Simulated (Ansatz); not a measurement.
ZrIr (CsCl type, space group No. 221) at seven volumes, LDA (plane waves, PAW; program Ansatz), scaled uniformly. One row is withheld.

| V (Å³/atom) | P (GPa) |
|---|---|
| 15.574 | 25.37 |
| 16.087 | 15.57 |
| 16.601 | ? |
| 17.114 | 0.00 |
| 17.628 | -6.09 |
| 18.141 | -11.27 |
| 18.654 | -15.69 |

Fit the shown pressures and predict the withheld one.

P = (3/2)B₀(x^(7/2) − x^(5/2))[1 + (3/4)(B′ − 4)(x − 1)] with x = (V₀/V)^(2/3). Least squares on the six rows gives V₀ = 17.115 Å³/atom, B₀ = 219 GPa, B′ = 4.31. At V = 16.601, x = 1.0205 and P = 7.13 GPa. The run itself gave 7.17 GPa.

Space group Pm-3m (CsCl type). The workflow started from a Materials Project entry (that database holds measured and hypothetical structures alike); the Crystallography Open Database files this formula in space group No. 221, but the cells were not matched. Whether it is the stable phase at ambient conditions was not checked. Symmetry was held in the LDA relaxation. At this level the phase is mechanically unstable. The run is not spin-polarised. Scalar-relativistic: spin–orbit coupling is off unless named, which matters more the heavier the elements.

Potentials: the later of the program's two PAW sets.
